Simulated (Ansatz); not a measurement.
**S: energy along a strain**

S, Fm-3m, a = 3.989 Å (as given, not relaxed at this level: -5.2 GPa). This isn't the element's structure at ambient conditions. Ansatz: PBEsol, PAW, 420 eV, Γ-centred 20×20×20 mesh on 1 atom, Gaussian smearing 0.15 eV; no spin polarisation. Cell vectors (Å): 0.000 1.994 1.994; 1.994 0.000 1.994; 1.994 1.994 0.000. The cell is strained by x per cent times the pattern (0 0 1 0 0 0) in the order xx yy zz yz xz xy (engineering shears), with fractional coordinates held. y is the free energy over the start, V0 = 15.865 Å³/atom.

| x (%) | y (meV/atom) |
| --- | --- |
| -4.00 | ? |
| -3.00 | -14.47 |
| -2.00 | -9.89 |
| 0.00 | 0.00 |
| 1.00 | 5.21 |
| 3.00 | 15.97 |
| 4.00 | 21.54 |

Problem. Fit y = c1 x + c2 x² + c3 x³ to the other rows, get the stiffness along the pattern, and predict the missing energy.

Solution. Least squares on the rows shown. y = 5.1202 x + 0.083927 x² − 0.0046026 x³. The clamped-ion stiffness p·C·p = 2 × 0.8393 eV × 160.2 / 15.865 Å³ = 16.9 GPa, which is C33 in these axes (C11 of the cubic crystal) (second derivative at the start, which stands under stress). With a term in x⁴ added, the coefficient of x² becomes 0.07653, 9 % less, which shows how far this figure hangs on the form. At x = -4.00 the fit asked for gives -18.84 meV/atom. The run gave -18.77 meV/atom, so the fit is 0.07 meV/atom too low, a small miss on the scale of the series.

Spin polarisation was left out, and a magnetic state may lie lower.